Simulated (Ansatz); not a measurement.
ZnSe, in the lowest among the structures calculated here: F-43m (No. 216), cF8, zinc blende type; a = b = c = 5.665 Å, α = β = γ = 90.00°; Se 4b (0.500, 0.500, 0.500); Zn 4c (0.250, 0.250, 0.250). Computed with r2SCAN (plane waves to 500 eV, PAW, scalar-relativistic; Ansatz, an electronic-structure program). Element references, the lowest calculated here: Se (P3₁21), Zn (P6₃/mmc).

**Question.** What is the computed formation energy of this F-43m form of ZnSe from the elements (r2SCAN)?

**Answer.** -0.85 eV/atom.

Static energies, no anion corrections, no zero-point energy. Values are rounded to 0.01 eV/atom. The compounds carry no spin polarisation.
